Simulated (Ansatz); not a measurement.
SnSe2:
```yaml
crystal:
  lattice:
    - [3.82904, 0.00000, 0.00000]
    - [-1.91452, 3.31604, 0.00000]
    - [0.00000, 0.00000, 6.28496]
  atoms:
    - { symbol: Sn, position: [0.00000, 0.00000, 0.00000] }
    - { symbol: Se, position: [0.33333, 0.66667, 0.25038] }
    - { symbol: Se, position: [0.66667, 0.33333, 0.74962] }
```

Relaxed with r²SCAN+D4.

Task: Give the Bader charges and basin volumes of the independent atoms, DFT-r²SCAN+D4 in the program Ansatz with PAW potentials.

Result: 

| atom | Bader charge (e) | Bader volume (Å³) |
|---|---|---|
| Sn1 | +1.38 | 16.7 |
| Se2 | -0.69 | 31.6 |

Space group P-3m1 (CdI2 type). The r²SCAN+D4 relaxation kept the symmetry of its start. Spin–orbit coupling is left out wherever it is not named.

Potentials: the later of the program's two PAW sets.
